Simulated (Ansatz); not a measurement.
The start is a relaxed Nb2C cell displaced along its unstable phonon at q = Γ (148i cm⁻¹), largest move 0.15 Å. The cell and all atomic positions are relaxed at zero pressure with PBEsol (plane waves to 420 eV, PAW, scalar-relativistic; Ansatz, a program for electronic structure). The first steps use a coarse 6×6×10 k-mesh.

Input geometry:
```
CELL_PARAMETERS angstrom
      6.44362     0.00000     0.00000
     -3.22181     5.58033     0.00000
      0.00000     0.00000     3.20172
ATOMIC_POSITIONS crystal
  Nb 0.24779 0.98750 0.00000
  Nb 0.99375 0.24465 0.00000
  Nb 0.74282 0.73657 0.00000
  Nb 0.59615 0.02688 0.50000
  Nb 0.01344 0.58808 0.50000
  Nb 0.40923 0.42267 0.50000
  C  0.99190 0.98381 0.50000
  C  0.30904 0.65018 0.00000
  C  0.67448 0.31685 0.00000
```

Task: How much energy is released per atom?

Result: 0.19 eV/atom.

Task: How does the volume change?

Result: +3.4 %, from 12.79 to 13.23 Å³/atom.

Task: Is the parent structure recovered?

Result: It does not go back: it reaches Pm (No. 6), 0.19 eV/atom below the parent.

Task: How do the shortest distances between atoms change?

Result: The closest pairs of elements (up to four, under 3.6 Å), start → end: C–Nb 2.26 → 2.17 Å; Nb–Nb 2.63 → 2.66 Å; C–C 3.20 → 3.11 Å.

Task: What band gap does the relaxed structure have at this level?

Result: No gap (metallic).

Task: Write out the relaxed structure.

Result: 
```cif
data_C3Nb6
_chemical_formula_sum 'Nb6 C3'
_space_group_name_H-M_alt 'Pm'
_space_group_IT_number 6
_space_group_name_Hall 'P -2y'
_cell_length_a 5.96299
_cell_length_b 3.14328
_cell_length_c 6.57651
_cell_angle_alpha 90.000
_cell_angle_beta 105.038
_cell_angle_gamma 90.000
loop_
_atom_site_label
_atom_site_type_symbol
_atom_site_symmetry_multiplicity
_atom_site_Wyckoff_symbol
_atom_site_fract_x
_atom_site_fract_y
_atom_site_fract_z
_atom_site_occupancy
Nb1 Nb 1 a 0.74289 0.00000 0.08781 1
Nb2 Nb 1 a 0.96602 0.00000 0.77602 1
Nb3 Nb 1 a 0.30116 0.00000 0.22704 1
Nb4 Nb 1 b 0.33829 0.50000 0.87316 1
Nb5 Nb 1 b 0.02676 0.50000 0.42586 1
Nb6 Nb 1 b 0.57964 0.50000 0.56685 1
C1 C 1 b 0.04313 0.50000 0.06546 1
C2 C 1 a 0.74382 0.00000 0.41774 1
C3 C 1 a 0.27970 0.00000 0.60286 1
```

Final values are on a 8×15×8 k-mesh of the relaxed cell. No spin polarisation in the result.

The run could not lose the symmetry of its start, so the end can be a saddle point.

The relaxed structure here is a generated cell of Nb2C: the first start was made by placing the elements on the sites of a structure type, and the end was not matched to a known phase here, so it may be hypothetical.
